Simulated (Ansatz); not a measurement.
Total density of states per atom from DFT-r²SCAN in the program Ansatz with PAW potentials, in 0.25 eV bins, energy from the Fermi level:

```tsv
E (eV)	states/eV/atom
-7.85	0.22
-7.60	0.22
-7.35	0.23
-7.10	0.24
-6.85	0.24
-6.60	0.25
-6.35	0.26
-6.10	0.27
-5.85	0.27
-5.60	0.28
-5.35	0.30
-5.10	0.31
-4.85	0.29
-4.60	0.28
-4.35	0.29
-4.10	0.31
-3.85	0.31
-3.60	0.33
-3.35	0.35
-3.10	0.35
-2.85	0.35
-2.60	0.34
-2.35	0.33
-2.10	0.31
-1.85	0.31
-1.60	0.34
-1.35	0.36
-1.10	0.39
-0.85	0.38
-0.60	0.36
-0.35	0.32
-0.10	0.31
0.15	0.38
0.40	0.39
0.65	0.40
0.90	0.39
1.15	0.39
1.40	0.39
1.65	0.39
1.90	0.39
2.15	0.40
2.40	0.40
2.65	0.41
2.90	0.42
3.15	0.42
3.40	0.42
3.65	0.43
3.90	0.44
4.15	0.44
4.40	0.45
4.65	0.46
```

Task: Pick the material that matches.
(A) AlSiTe3, P-31m (Al on 2d, Si on 2e, Te on 6k)
(B) AlN, wurtzite
(C) Al, fcc (Cu type)
(D) La3AlN, anti-perovskite

Result: C, Al, fcc (Cu type). Within 0.5 eV of the Fermi level: Al 3p 65 %, Al 3s 29 %, outside the projected shells 6 %. Projections are on Löwdin-orthogonalised atomic valence shells; empty p or d shells of many metals are not among them.

Space group Fm-3m (fcc (Cu type)). The cell was relaxed with r²SCAN under the symmetry of its start.

Potentials: the earlier of the program's two PAW sets.
